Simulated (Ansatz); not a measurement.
Relaxed candidate structures of Ga2Se3:

A. Cmcm (No. 63), oS20; a = 3.568 Å, b = 11.513 Å, c = 9.832 Å, α = 90.00°, β = 90.00°, γ = 90.00°; Ga 4c (0.000, 0.248, 0.250); Ga 4a (0.000, 0.000, 0.000); Se 8f (0.000, 0.648, 0.069); Se 4c (0.000, 0.094, 0.750)

B. Cc (No. 9), mS20; a = 6.6495 Å, b = 11.6492 Å, c = 6.6374 Å, α = γ = 90.00°, β = 108.84°; Ga 4a (0.470, 0.749, 0.495); Ga 4a (0.500, 0.086, 0.499); Se 4a (0.329, 0.078, 0.111); Se 4a (0.371, 0.418, 0.142); Se 4a (0.360, 0.737, 0.106)

C. C2/m (No. 12), mS20; a = 16.3197 Å, b = 3.8303 Å, c = 7.3785 Å, α = 90.00°, β = 102.93°, γ = 90.00°; Ga 4i (0.087, 0.000, 0.810); Ga 4i (0.165, 0.500, 0.313); Se 4i (0.188, 0.000, 0.104); Se 4i (0.170, 0.000, 0.561); Se 4i (0.001, 0.500, 0.259)

D. R-3c, hexagonal axes (No. 167), hR10, corundum type; a = b = 6.481 Å, c = 17.524 Å, α = β = 90.00°, γ = 120.00°; Ga 12c (0.000, 0.000, 0.146); Se 18e (0.299, 0.299, 0.250)

Task: Put the candidates in order of energy per atom, lowest first, for PBEsol (plane waves to 420 eV, PAW, scalar-relativistic; Ansatz, an electronic-structure program).

Result: B (reference, the lowest of the structures calculated here), C (+0.12 eV/atom), D (+0.14 eV/atom), A (+0.29 eV/atom)

Task: Give each candidate's band gap.

Result: No gap: A, C, D. B: 1.08 eV (no spin-orbit coupling).

Each run could gain symmetry but not lose that of its start, so entries can be saddle points. From databases, or of a type measured for this composition: Cc, mS20; the others are generated cells (placed on structure types, drawn at random, substituted or restacked) that were not matched to a known phase here. Static energies at zero pressure. The runs use different k-meshes, so differences are rounded accordingly. No spin polarisation in the result. Gaps of cells over 8 atoms come from the SCF mesh and high-symmetry points alone.
